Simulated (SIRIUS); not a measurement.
Consider a self-consistent single point of InSe (P6_3/mmc, 8 atoms in the cell; from Materials Project mp-20485, changed as shown).

```
InSe
1.0
    4.04173     0.00000     0.00000
   -2.02087     3.50024     0.00000
    0.00000     0.00000    17.25416
In Se
4 4
Direct
  0.33333   0.66667   0.33030
  0.66667   0.33333   0.66970
  0.66667   0.33333   0.83030
  0.33333   0.66667   0.16970
  0.33333   0.66667   0.59732
  0.66667   0.33333   0.40268
  0.66667   0.33333   0.09732
  0.33333   0.66667   0.90268
```

Method: PBEsol, PseudoDojo 0.4 standard norm-conserving PBEsol (tails mended) pseudopotentials (plane waves; SIRIUS).

SIRIUS settings:

parameters.ngridk: 3 3 1
parameters.xc_functionals: [XC_GGA_X_PBE_SOL, XC_GGA_C_PBE_SOL]
parameters.gk_cutoff: 9.274 1/bohr
parameters.pw_cutoff: 18.548 1/bohr
parameters.shiftk: 1 1 1
parameters.smearing: gaussian
parameters.smearing_width: 0.000734986 Ha
potentials: PseudoDojo 0.4 standard norm-conserving PBEsol (tails mended) pseudopotentials
parameters.electronic_structure_method: pseudopotential
parameters.num_bands: 70
parameters.num_mag_dims: 0
parameters.num_dft_iter: 100
parameters.energy_tol: 1e-07 Ha
parameters.density_tol: 1e-06
mixer.type: anderson
mixer.beta: 0.5
mixer.use_hartree: true

Question: Estimate, at this level of theory: pressure and largest force (vector length).

Answer: The run gave:

- Pressure: -0.46 GPa
- Largest force (vector length): 0.104 eV/Å

For comparison: a first run was changed to give this one (lattice vector c scaled by 0.99), and from it to this one the free energy hardly moves (within 1 meV/atom), the pressure goes from -0.90 to -0.46 GPa and the largest force goes from 0.067 to 0.104 eV/Å.

The structure comes from a collection of computed structures, made at another level of theory; the collection holds predicted forms beside known ones.

Cost on one core: around 2.8 core-minutes (rough).

“Tails mended”: in these copies of the files the far tail of each local potential was reset to the Coulomb form.
